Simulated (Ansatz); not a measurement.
A geometry of SrTiO$_{3}$ away from equilibrium: step 2 of the relaxation of a generated trial cell of SrTiO3 in the 2H-BaNiO3 structure type. The numbers are results of PBEsol (plane waves to 420 eV, PAW, scalar-relativistic; Ansatz, a first-principles code), not measurements. Γ-centred k-mesh 5×5×5 on the run's cell (coarser than for final values), Fermi–Dirac smearing 0.05 eV. The plane waves were selected for a different cell earlier on the path.

```yaml
crystal:
  lattice:
    - [5.45686, 0.00000, 0.00000]
    - [-2.72843, 4.72578, 0.00000]
    - [0.00000, 0.00000, 4.95420]
  atoms:
    - { symbol: Sr, position: [0.33333, 0.66667, 0.75000] }
    - { symbol: Sr, position: [0.66667, 0.33333, 0.25000] }
    - { symbol: Ti, position: [0.00000, 0.00000, 0.00000] }
    - { symbol: Ti, position: [0.00000, 0.00000, 0.50000] }
    - { symbol: O, position: [0.15680, 0.31360, 0.25000] }
    - { symbol: O, position: [0.68640, 0.84320, 0.25000] }
    - { symbol: O, position: [0.15680, 0.84320, 0.25000] }
    - { symbol: O, position: [0.84320, 0.68640, 0.75000] }
    - { symbol: O, position: [0.31360, 0.15680, 0.75000] }
    - { symbol: O, position: [0.84320, 0.15680, 0.75000] }
```

### Question
Give the Cartesian forces on all atoms (eV/Å).

### Answer
```
atom     Fx     Fy    Fz
----  -----  -----  ----
Sr1    0.00   0.00  0.00
Sr2    0.00   0.00  0.00
Ti3    0.00   0.00  0.00
Ti4    0.00   0.00  0.00
O5     0.00   0.60  0.00
O6    -0.52  -0.30  0.00
O7     0.52  -0.30  0.00
O8     0.00  -0.60  0.00
O9     0.52   0.30  0.00
O10   -0.52   0.30  0.00
```

The path ends in P6₃/mmc (No. 194). No spin polarisation in the result.

The run could not lose the symmetry of its start.

The first start was generated by placing the elements on the sites of a structure type. Materials Project lists a structure of SrTiO3 in the same space group, P6₃/mmc (No. 194); the sites were not compared with it, nor with measured phases. Known forms of SrTiO3 include space group No. 221.
